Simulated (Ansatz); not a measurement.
This log comes from Ansatz, run on an ordered 8-atom cell of AlIn3As4 on the zincblende lattice (I-42m). The starting cell was estimated from covalent radii.

The cell given to it:
```
CELL_PARAMETERS angstrom
-2.90716 2.90716 5.81432
2.90716 -2.90716 5.81432
2.90716 2.90716 -5.81432
ATOMIC_POSITIONS crystal
Al 0.00000 0.00000 0.00000
As 0.37500 0.37500 0.50000
In 0.75000 0.25000 0.50000
As 0.12500 0.62500 0.00000
In 0.50000 0.50000 0.00000
As 0.87500 0.87500 0.50000
In 0.25000 0.75000 0.50000
As 0.62500 0.12500 0.00000
```

What the program printed (shortened):
```
Pseudopotential: Al, paw, valence charge 3, recommended cutoff 420 eV (normal)
Pseudopotential: As, paw, valence charge 15, recommended cutoff 420 eV (normal)
Pseudopotential: In, paw, valence charge 13, recommended cutoff 420 eV (normal)
Functional definition: PBE
Crystal: 8 atoms, lattice volume = 196.561 Å³
Basis set: ecut = 420 eV, 3827 PW (Γ)
Bands: 62, of which v1, the nominal top of the filled ones, is band 51 counted from 1 (50 counted from 0)
Symmetry: 8 space group operations
Space group: I-42m (ITA 121)
k-points: 30 of 216 (time reversal used)
preconditioner: auto → Resta (q_TF=auto, 2.446 Å⁻¹)  ε∞=3.4  [σ=0.020 eV  ℏωp=20.9 eV]
relax step 1: F+E_penalty+E_count = -36756.92530790 eV  max|allowed force component| = 8.468e-1 eV/Å  Δτ_max = 0.0000 Å  P = +9.729 GPa  Ω = 196.561 Å³
relax step 2: F+E_penalty+E_count = -36757.94100134 eV  max|allowed force component| = 2.515e-1 eV/Å  Δτ_max = 0.1524 Å  P = -0.832 GPa  Ω = 226.713 Å³
relax step 3: F+E_penalty+E_count = -36757.96846920 eV  max|allowed force component| = 1.682e-3 eV/Å  Δτ_max = 0.0289 Å  P = -0.294 GPa  Ω = 224.250 Å³
relax step 4: F+E_penalty+E_count = -36757.96984217 eV  max|allowed force component| = 4.746e-3 eV/Å  Δτ_max = 0.0007 Å  P = -0.045 GPa  Ω = 223.159 Å³
relax step 5: F+E_penalty+E_count = -36757.97638950 eV  max|allowed force component| = 4.749e-3 eV/Å  Δτ_max = 0.0000 Å  P = -0.034 GPa  Ω = 223.159 Å³  (SCF on a basis re-selected at this cell)
SCF converged after 7 iterations
Free energy (F): -36757.976389 eV
Internal energy: -36757.975987 eV  (E = F + TS)
E sigma→0 (E₀):  -36757.976188 eV
Entropy (-TS):   -0.000402 eV (-0.050 meV/atom)
Fermi energy:    6.829539 eV
--- Per-component energies (eV) ---
  E_band       = -1267.000394
  E_kinetic    = 1161.637720
  E_local      = -12307.391023
  E_nonlocal   = -1570.155413
  E_hartree    = 6039.486301
  E_xc         = -1000.156423
  E_vxc        = -640.864907
  E_paw        = -20275.039308
  E_vpaw       = 10.800600
  E_ewald      = -8806.357950
  E_smearing   = -0.000402
--- Forces (eV/Å), atoms counted from 1 ---
  atom   1  Al      0.00000      0.00000      0.00000
  atom   2  As    -0.00475    -0.00475    -0.00474
  atom   3  In      0.00000      0.00000      0.00000
  atom   4  As      0.00475    -0.00475      0.00474
  atom   5  In      0.00000      0.00000      0.00000
  atom   6  As      0.00475      0.00475    -0.00474
  atom   7  In      0.00000      0.00000      0.00000
  atom   8  As    -0.00475      0.00475      0.00474
--- Stress (GPa, compression-positive) ---
       -0.032630       0.000000       0.000000
        0.000000      -0.032630       0.000000
        0.000000       0.000000      -0.037661
  P = ⅓ Tr σ = -0.0343 GPa (-0.343 kbar)
--- Relaxed structure (4 steps of the walk, 4 accepted, 1 SCFs on fresh bases) ---
  F+E_penalty+E_count = -36757.97638950 eV   max|allowed force component| = 4.749e-3 eV/Å
  cell:  # Å, volume = 223.1591 Å³
    - [-3.033600, 3.033600, 6.062308]
    - [3.033600, -3.033600, 6.062308]
    - [3.033600, 3.033600, -6.062308]
  atoms:
    - { symbol: Al, position: [0.000000, 0.000000, 0.000000] }
    - { symbol: As, position: [0.356433, 0.356433, 0.473634] }
    - { symbol: In, position: [0.750000, 0.250000, 0.500000] }
    - { symbol: As, position: [0.117201, 0.643567, 0.000000] }
    - { symbol: In, position: [0.500000, 0.500000, 0.000000] }
    - { symbol: As, position: [0.882799, 0.882799, 0.526366] }
    - { symbol: In, position: [0.250000, 0.750000, 0.500000] }
    - { symbol: As, position: [0.643567, 0.117201, 0.000000] }
```

Problem. Reconstruct the input.

Solution.
```yaml
crystal:
  # lattice and atoms as above
kpoints:
  mp_grid: { grid: [6, 6, 6] }
hamiltonian:
  xc: pbe
scf:
  occupations: { method: fermi_dirac, width: 0.02 }
relax:
  f_tol: 0.005
  cell: {}
```
The relax steps with a changing cell volume need the relax block with cell. Keys that aren't typed take their defaults; thresholds and the kind of smearing can't be read off these lines.

Command: `ansatz run input.yaml --threads 4 --pin off --max-ram 6451MiB --backend cpu --events-out ev --progress --plain --runs-dir out`. It took 13 s on 4 threads of AMD EPYC 9R45 96-Core Processor (Zen 5), with other jobs on the host; peak host memory 0.86 GiB.

No spin polarisation and no zero-point or thermal motion; the cell was built from a prototype and may be hypothetical.
